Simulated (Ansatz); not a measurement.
**LiRh under pressure: fit and missing row**

LiRh, P-6m2, a = 2.626 Å, c = 4.326 Å. The structure is a Materials Project entry; whether it is the stable form wasn't checked. Ansatz: PBEsol, PAW, 420 eV, Γ-centred 18×18×10 mesh on 2 atoms, Gaussian smearing 0.10 eV; no spin polarisation. Cell and atoms are relaxed at each pressure, and no other structure is tried, so the rows at high pressure may lie past a change of phase.

```tsv
V (Å³/atom)	P (GPa)
?	60.00
10.765	29.98
11.611	15.00
12.135	8.01
12.595	2.99
12.914	0.00
13.280	-3.00
```

**Question.** Take V0 = 12.914 Å³/atom, fit the third-order Birch–Murnaghan form to the other rows, and predict the missing volume.

**Answer.** With the Eulerian strain f = ½[(V0/V)^(2/3) − 1] and y = P/[3f(1 + 2f)^(5/2)], the form is the line y = B0 + 1.5 B0 (B0′ − 4) f. Rows (f, y): 0.06451, 114.4; 0.03674, 114.0; 0.02118, 113.6; 0.00841, 113.7; -0.00923, 113.5. Means f = 0.02432, y = 113.84; Σ(Δf)² = 0.003158, ΣΔfΔy = 0.03888; the slope is their ratio. y = 113.5 + 12.31 f GPa, so B0 = 113.5 GPa and B0′ = 4 + 2 × (12.31)/(3 × 113.5) = 4.07. P = 60.00 GPa is met at f = 0.10719 (y = 114.82), so V = V0 (1 + 2f)^(−3/2) = 9.650 Å³/atom. The run gave 9.639 Å³/atom, so the fit is 0.011 Å³/atom too high, 0.3 % of the span of the series, against an rms of 0.0006 Å³/atom on the fitted rows. The row lies outside the fitted range. A fourth-order term fitted to the same rows gives P = 60.74 GPa at this row's volume (the line 60.38, the run 60.00), no gain. Also, this row ran on the mesh 21×21×12, its neighbour on 21×21×10, which can shift it a little.

The mesh isn't the same in all rows (18×18×10, 21×21×10, 21×21×12).